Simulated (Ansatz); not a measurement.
Relaxed candidate structures of NbRu:

A. Imma (No. 74), oI8; a = 3.140 Å, b = 4.376 Å, c = 9.036 Å, α = 90.00°, β = 90.00°, γ = 90.00°; Nb 4e (0.000, 0.250, 0.374); Ru 4e (0.000, 0.750, 0.113)

B. P2/m (No. 10), mP6; a = 4.5572 Å, b = 3.0361 Å, c = 6.8798 Å, α = γ = 90.00°, β = 102.94°; Nb 2m (0.309, 0.000, 0.677); Nb 1a (0.000, 0.000, 0.000); Ru 1e (0.500, 0.500, 0.000); Ru 2n (0.206, 0.500, 0.348)

C. Pmmm (No. 47), oP2; a = 2.7264 Å, b = 3.0058 Å, c = 4.0949 Å, α = β = γ = 90.00°; Ru 1g (0.000, 0.500, 0.500); Nb 1a (0.000, 0.000, 0.000)

Rank these by energy per atom (lowest first), as PBEsol (plane waves to 420 eV, PAW, scalar-relativistic; Ansatz, a quantum-chemistry and plane-wave program) gives it.

B (reference, the lowest among the structures calculated here), A (+0.07 eV/atom), C (+0.81 eV/atom)

1 run with a doubtful electronic state, a coarser numerical grid, an end not at rest or a source that can't be used is left out. Each run could gain symmetry but not lose that of its start, so entries can be saddle points. All of these are generated cells (placed on structure types, drawn at random, substituted or restacked) that were not matched to a known phase here. The real structure of this composition may not be among these. Static energies at zero pressure. The runs use different k-meshes, so differences are rounded accordingly. No spin polarisation in the result.
